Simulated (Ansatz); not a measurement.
TaRu:
```yaml
crystal:
  lattice:
    - [0.00000, 2.58450, 2.58450]
    - [2.58450, 0.00000, 2.58450]
    - [2.58450, 2.58450, 0.00000]
  atoms:
    - { symbol: Ru, position: [0.00000, 0.00000, 0.00000] }
    - { symbol: Ta, position: [0.50000, 0.50000, 0.50000] }
```

Relaxed with r²SCAN. Special points in fractions of this cell's reciprocal vectors: Γ (0.000, 0.000, 0.000); X (0.500, 0.000, 0.500); U (0.625, 0.250, 0.625); K (0.375, 0.375, 0.750); L (0.500, 0.500, 0.500); W (0.500, 0.250, 0.750).

List the band energies nearest the Fermi level at these points for DFT-r²SCAN in the program Ansatz with PAW potentials.

In eV from the Fermi level; about four levels below and three above (degenerate sets whole), none deeper than 8.9 eV; points with the same levels are listed once.

| k | below | above |
|---|---|---|
| Γ | -4.72 -4.72 -4.13 -4.13 -4.13 | 4.19 4.19 4.19 |
| X | -2.80 -0.65 -0.65 -0.39 | 2.96 2.96 4.22 |
| U | -2.98 -2.81 -2.65 -1.09 | 1.06 2.25 2.33 |
| L | -1.02 -1.02 -0.52 -0.52 | 1.25 2.13 2.13 |
| W | -3.28 -1.26 -0.63 -0.06 | 2.11 2.11 2.91 |

Space group Fm-3m (rock salt). The start of the workflow was typed in or built on a structure type; neither database checked (COD, Materials Project) lists it. COD files the formula under space group No. 123, 221, so this cell is another polymorph or a model. Its standing as an ambient phase is unchecked. Symmetry was held in the r²SCAN relaxation. At this level the phase is mechanically unstable. No spin polarisation was allowed. Its formation energy is positive at this level, so the cell may be metastable or incomplete. Scalar-relativistic: spin–orbit coupling is off unless named, which matters more the heavier the elements.

Potentials: the earlier of the program's two PAW sets.
